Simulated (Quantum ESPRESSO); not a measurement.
# Pd2Ta3W2Zn: one run as intended and one with a planted mistake

Computed values, not a measurement. The program is pw.x of Quantum ESPRESSO 7.5 (plane-wave density functional theory). The cell is made up: eight metal atoms on a face-centred cubic lattice, with elements, volume, strain and displacements drawn at random and not relaxed, so it may be unstable or far from any real phase. PseudoDojo standard norm-conserving files set the functional (PBE unless stated); there is no spin polarisation or spin-orbit coupling, the Fermi-Dirac width of 0.25 eV means electrons at about 2900 K, and the masses in the input are unused placeholders. Heavy elements are run without spin-orbit coupling, which real alloys of them have. A spin test at this wide smearing found no moment, but such smearing suppresses magnetism that the real alloy may have.

Intended input:

```
&control calculation='scf', pseudo_dir='./dojo.nc.sr.pbe.v0_5.standard.upf', outdir='./o', disk_io='minimal', tprnfor=.true., tstress=.true. /
&system ibrav=0, nat=8, ntyp=4, nbnd=79, ecutwfc=87.97787729, nosym=.true., tot_charge=0,
 occupations='smearing', smearing='fd', degauss=0.0183746611
/
&electrons conv_thr=1.470e-08, electron_maxstep=70, mixing_beta=0.5 /
ATOMIC_SPECIES
Pd 1.0 Pd.upf
Ta 1.0 Ta.upf
W 1.0 W.upf
Zn 1.0 Zn.upf
CELL_PARAMETERS angstrom
0.0695 0.003 -3.9943
4.0891 0.006 -0.0695
-0.012 -8.0585 0.006
ATOMIC_POSITIONS angstrom
Pd 0.0177 -0.0772 -0.0636
Ta -0.052 -4.0845 0.0369
W 2.0537 -1.9798 -0.0339
W 2.0485 -6.1455 -0.0718
Ta 0.002 -2.1144 -2.2831
Pd -0.0467 -6.1536 -1.9778
Zn 2.1434 -0.0703 -2.0115
Ta 2.0769 -3.9657 -1.9885
K_POINTS automatic
6 6 3 1 1 1
```

The log is shortened where brackets say so; the opening notice, blank lines, dates and the lines on written files are dropped, and the path of the files is cut. It prints rydbergs, bohrs and kilobars, and counts compression as positive stress. Its total energy is the free energy E - TS of the whole cell.

Log of the intended run:

```
     Program PWSCF v.7.5
     Parallel version (MPI & OpenMP), running on       4 processor cores
     Number of MPI processes:                 4
     Threads/MPI process:                     1
     [start-up lines left out]
     bravais-lattice index     =            0
     lattice parameter (alat)  =       7.5493  a.u.
     unit-cell volume          =     887.9522 (a.u.)^3
     number of atoms/cell      =            8
     number of atomic types    =            4
     number of electrons       =       123.00
     number of Kohn-Sham states=           79
     kinetic-energy cutoff     =      87.9779  Ry
     charge density cutoff     =     351.9115  Ry
     scf convergence threshold =      1.5E-08
     mixing beta               =       0.5000
     number of iterations used =            8  plain     mixing
     Exchange-correlation= PBE
                           (   1   4   3   4   0   0   0)
     [axes and pseudopotential details left out]
   Cartesian axes
     site n.     atom                  positions (alat units)
         1        Pd     tau(   1) = (   0.0044306  -0.0193246  -0.0159203  )
         2        Ta     tau(   2) = (  -0.0130166  -1.0224271   0.0092368  )
         3        W      tau(   3) = (   0.5140797  -0.4955812  -0.0084858  )
         4        W      tau(   4) = (   0.5127781  -1.5383342  -0.0179729  )
         5        Ta     tau(   5) = (   0.0005006  -0.5292741  -0.5715028  )
         6        Pd     tau(   6) = (  -0.0116899  -1.5403618  -0.4950805  )
         7        Zn     tau(   7) = (   0.5365333  -0.0175974  -0.5035163  )
         8        Ta     tau(   8) = (   0.5198871  -0.9926893  -0.4977589  )
     number of k points=    54  Fermi-Dirac smearing, width (Ry)=  0.0184
                       cart. coord. in units 2pi/alat
        k(    1) = (   0.0801413  -0.0828034  -0.0820137), wk =   0.0370370
        k(    2) = (   0.0796604   0.2476896  -0.0817739), wk =   0.0370370
     [further k points left out]
     Dense  grid:    98973 G-vectors     FFT dimensions: (  45,  48,  96)
     Estimated max dynamical RAM per process >     404.12 MB
     Estimated total dynamical RAM >       1.51 GB
     Initial potential from superposition of free atoms
     starting charge     122.9958, renormalised to     123.0000
     Starting wfcs are   78 randomized atomic wfcs +    1 random wfcs
     total cpu time spent up to now is        5.0 secs
     per-process dynamical memory:   321.6 Mb
     Self-consistent Calculation
     iteration #  1     ecut=    87.98 Ry     beta= 0.50
     Davidson diagonalization with overlap
     ethr =  1.00E-02,  avg # of iterations =  3.0
     total cpu time spent up to now is       18.4 secs
     total energy              =   -1631.46018013 Ry
     estimated scf accuracy    <      33.38023624 Ry
     iteration #  2     ecut=    87.98 Ry     beta= 0.50
     Davidson diagonalization with overlap
     ethr =  1.00E-02,  avg # of iterations =  5.3
     total cpu time spent up to now is       36.9 secs
     total energy              =   -1642.50360589 Ry
     estimated scf accuracy    <     241.41446119 Ry
     [iterations 3 to 16 left out]
     iteration # 17     ecut=    87.98 Ry     beta= 0.50
     Davidson diagonalization with overlap
     ethr =  1.60E-09,  avg # of iterations =  1.1
     total cpu time spent up to now is      208.9 secs
     total energy              =   -1653.99499312 Ry
     estimated scf accuracy    <       0.00000002 Ry
     iteration # 18     ecut=    87.98 Ry     beta= 0.50
     Davidson diagonalization with overlap
     ethr =  1.83E-11,  avg # of iterations =  4.6
     total cpu time spent up to now is      222.7 secs
     End of self-consistent calculation
     [lines on levels left out]
!    total energy              =   -1653.99499311 Ry
     estimated scf accuracy    <       0.00000001 Ry
     smearing contrib. (-TS)   =      -0.11263808 Ry
     internal energy E=F+TS    =   -1653.88235503 Ry
     The total energy is F=E-TS. E is the sum of the following terms:
     one-electron contribution =    -611.68798880 Ry
     hartree contribution      =     372.40598432 Ry
     xc contribution           =    -284.75593718 Ry
     ewald contribution        =   -1129.84441336 Ry
     convergence has been achieved in  18 iterations
     Forces acting on atoms (cartesian axes, Ry/au):
     atom    1 type  1   force =     0.00531492    0.02037658   -0.00949492
     atom    2 type  2   force =     0.02487734   -0.08980978   -0.04007150
     atom    3 type  3   force =    -0.01666664    0.01539343   -0.05701059
     atom    4 type  3   force =    -0.00937585    0.01174915    0.01248572
     atom    5 type  2   force =     0.02409938    0.12060202    0.09764709
     atom    6 type  1   force =     0.01233641    0.00663048   -0.00770101
     atom    7 type  4   force =    -0.01417366    0.02786942   -0.01249047
     atom    8 type  2   force =    -0.02641191   -0.11281132    0.01663567
     Total force =     0.233926     Total SCF correction =     0.000406
     Computing stress (Cartesian axis) and pressure
          total   stress  (Ry/bohr**3)                   (kbar)     P=       65.54
   0.00038799  -0.00003932   0.00012406           57.08       -5.78       18.25
  -0.00003932   0.00065420  -0.00013477           -5.78       96.24      -19.83
   0.00012406  -0.00013477   0.00029430           18.25      -19.83       43.29
     init_run     :      4.77s CPU      4.95s WALL (       1 calls)
     electrons    :    213.38s CPU    217.72s WALL (       1 calls)
     forces       :      2.35s CPU      2.35s WALL (       1 calls)
     stress       :      8.29s CPU      8.31s WALL (       1 calls)
     [timing details left out]
     PWSCF        :   3m48.86s CPU   3m53.46s WALL
     JOB DONE.
```

A second run has one planted mistake: two atoms have their elements exchanged. The input lines that differ:

```
- W 2.0537 -1.9798 -0.0339
+ Zn 2.0537 -1.9798 -0.0339
- Zn 2.1434 -0.0703 -2.0115
+ W 2.1434 -0.0703 -2.0115
```

Its log:

```
     Program PWSCF v.7.5
     Parallel version (MPI & OpenMP), running on       4 processor cores
     Number of MPI processes:                 4
     Threads/MPI process:                     1
     [start-up lines left out]
     bravais-lattice index     =            0
     lattice parameter (alat)  =       7.5493  a.u.
     unit-cell volume          =     887.9522 (a.u.)^3
     number of atoms/cell      =            8
     number of atomic types    =            4
     number of electrons       =       123.00
     number of Kohn-Sham states=           79
     kinetic-energy cutoff     =      87.9779  Ry
     charge density cutoff     =     351.9115  Ry
     scf convergence threshold =      1.5E-08
     mixing beta               =       0.5000
     number of iterations used =            8  plain     mixing
     Exchange-correlation= PBE
                           (   1   4   3   4   0   0   0)
     [axes and pseudopotential details left out]
   Cartesian axes
     site n.     atom                  positions (alat units)
         1        Pd     tau(   1) = (   0.0044306  -0.0193246  -0.0159203  )
         2        Ta     tau(   2) = (  -0.0130166  -1.0224271   0.0092368  )
         3        Zn     tau(   3) = (   0.5140797  -0.4955812  -0.0084858  )
         4        W      tau(   4) = (   0.5127781  -1.5383342  -0.0179729  )
         5        Ta     tau(   5) = (   0.0005006  -0.5292741  -0.5715028  )
         6        Pd     tau(   6) = (  -0.0116899  -1.5403618  -0.4950805  )
         7        W      tau(   7) = (   0.5365333  -0.0175974  -0.5035163  )
         8        Ta     tau(   8) = (   0.5198871  -0.9926893  -0.4977589  )
     number of k points=    54  Fermi-Dirac smearing, width (Ry)=  0.0184
                       cart. coord. in units 2pi/alat
        k(    1) = (   0.0801413  -0.0828034  -0.0820137), wk =   0.0370370
        k(    2) = (   0.0796604   0.2476896  -0.0817739), wk =   0.0370370
     [further k points left out]
     Dense  grid:    98973 G-vectors     FFT dimensions: (  45,  48,  96)
     Estimated max dynamical RAM per process >     404.12 MB
     Estimated total dynamical RAM >       1.51 GB
     Initial potential from superposition of free atoms
     starting charge     122.9958, renormalised to     123.0000
     Starting wfcs are   78 randomized atomic wfcs +    1 random wfcs
     total cpu time spent up to now is        4.9 secs
     per-process dynamical memory:   321.7 Mb
     Self-consistent Calculation
     iteration #  1     ecut=    87.98 Ry     beta= 0.50
     Davidson diagonalization with overlap
     ethr =  1.00E-02,  avg # of iterations =  3.0
     total cpu time spent up to now is       17.4 secs
     total energy              =   -1640.09640801 Ry
     estimated scf accuracy    <      21.30579180 Ry
     iteration #  2     ecut=    87.98 Ry     beta= 0.50
     Davidson diagonalization with overlap
     ethr =  1.00E-02,  avg # of iterations =  3.9
     total cpu time spent up to now is       33.2 secs
     total energy              =   -1644.02041886 Ry
     estimated scf accuracy    <     149.35542016 Ry
     [iterations 3 to 17 left out]
     iteration # 18     ecut=    87.98 Ry     beta= 0.50
     Davidson diagonalization with overlap
     ethr =  5.50E-10,  avg # of iterations =  1.1
     total cpu time spent up to now is      214.3 secs
     total energy              =   -1654.00587492 Ry
     estimated scf accuracy    <       0.00000007 Ry
     iteration # 19     ecut=    87.98 Ry     beta= 0.50
     Davidson diagonalization with overlap
     ethr =  5.55E-11,  avg # of iterations =  2.2
     total cpu time spent up to now is      224.7 secs
     End of self-consistent calculation
     [lines on levels left out]
!    total energy              =   -1654.00587492 Ry
     estimated scf accuracy    <          6.3E-09 Ry
     smearing contrib. (-TS)   =      -0.10552917 Ry
     internal energy E=F+TS    =   -1653.90034575 Ry
     The total energy is F=E-TS. E is the sum of the following terms:
     one-electron contribution =    -586.73363234 Ry
     hartree contribution      =     359.54601926 Ry
     xc contribution           =    -284.59744625 Ry
     ewald contribution        =   -1142.11528643 Ry
     convergence has been achieved in  19 iterations
     Forces acting on atoms (cartesian axes, Ry/au):
     atom    1 type  1   force =     0.00945253    0.01332481   -0.00552706
     atom    2 type  2   force =     0.02458093   -0.05563396   -0.04731067
     atom    3 type  4   force =    -0.02347825    0.00547756   -0.04509674
     atom    4 type  3   force =    -0.01373563   -0.04352224    0.01864897
     atom    5 type  2   force =     0.02825773    0.10366376    0.13364042
     atom    6 type  1   force =     0.01983550   -0.00673411   -0.00729254
     atom    7 type  3   force =    -0.02292661    0.04497325   -0.02402249
     atom    8 type  2   force =    -0.02198620   -0.06154906   -0.02303989
     Total force =     0.221596     Total SCF correction =     0.000228
     Computing stress (Cartesian axis) and pressure
          total   stress  (Ry/bohr**3)                   (kbar)     P=       28.26
   0.00026579   0.00000427   0.00029597           39.10        0.63       43.54
   0.00000427   0.00014190   0.00008008            0.63       20.87       11.78
   0.00029597   0.00008008   0.00016872           43.54       11.78       24.82
     init_run     :      4.60s CPU      4.78s WALL (       1 calls)
     electrons    :    215.23s CPU    219.85s WALL (       1 calls)
     forces       :      2.16s CPU      2.17s WALL (       1 calls)
     stress       :      7.67s CPU      7.68s WALL (       1 calls)
     [timing details left out]
     PWSCF        :   3m49.77s CPU   3m54.65s WALL
     JOB DONE.
```

|  | intended run | run with the mistake |
| --- | --- | --- |
| free energy (eV) | -22503.748 | -22503.896 |
| entropy term -TS, part of it (eV) | -1.533 | -1.436 |
| pressure (GPa) | 6.55 | 2.83 |
| size of the largest force component (eV/Å) | 3.101 | 3.436 |
| largest change of a force component (eV/Å) |  | 1.421 |
| iterations | 18 | 19 |

For scale, a rerun of the intended cell at a higher cutoff and on a denser mesh moved values by no more than 0.007 eV in energy, 0.10 GPa in stress and 0.011 eV/Å in force, and a second program with other atomic files agreed on that cell to 2 % rms in force and 0.5 GPa in pressure.